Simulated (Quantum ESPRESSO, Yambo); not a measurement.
## Quasiparticle gap of CaTiF₆

```xyz
8
Lattice="2.9122 1.6814 4.7812 -2.9122 1.6814 4.7812 0.0000 -3.3628 4.7812" Properties=species:S:1:pos:R:3 pbc="T T T"
F      0.0000     1.8328     8.4805
F      0.0000    -1.8328     5.8630
F     -1.5873    -0.9164     8.4805
F      1.5873     0.9164     5.8630
F      1.5873    -0.9164     8.4805
F     -1.5873     0.9164     5.8630
Ca     0.0000     0.0000     7.1718
Ti     0.0000     0.0000     0.0000
```

The geometry is that of Materials Project entry mp-27315, symmetrised and not relaxed again.

Starting point: LDA (Quantum ESPRESSO, PseudoDojo norm-conserving, 84 Ry, scalar-relativistic). G0W0 in Yambo: 2×2×2 Γ-centred k mesh, bands 2 to 209 and a 7 Ry block in the screening, 209 bands in G with the Bruneval-Gonze terminator, plasmon pole fitted at 27.2 eV.

```json
{
  "LDA gap along the band path": "4.82 eV",
  "LDA gap between the mesh's edge points (Γ → Γ)": "4.82 eV",
  "G0W0 gap between the same points": "9.66 eV"
}
```

| k point | band | E LDA (eV) | E QP (eV) | shift (eV) | Z |
|---|---|---|---|---|---|
| Γ | VB | 0.00 | -2.11 | -2.11 | 0.80 |
| Γ | CB | 4.82 | 7.56 | 2.73 | 0.81 |
| L | VB | -0.14 | -2.26 | -2.12 | 0.80 |
| L | CB | 4.95 | 7.68 | 2.73 | 0.81 |
| F | VB | 0.00 | -2.11 | -2.10 | 0.80 |
| F | CB | 4.83 | 7.57 | 2.74 | 0.81 |
| Z | VB | -0.13 | -2.26 | -2.13 | 0.80 |
| Z | CB | 4.95 | 7.68 | 2.73 | 0.81 |

Energies count from the LDA valence-band maximum.

Nearest settings tried, and what they do to the gap: 137 bands in W, 137 bands in G: +4 meV; 6 Ry block (271 vectors against 307): +43 meV. Not varied: mesh. So the settings aren't converged at that level. The k mesh is coarse.
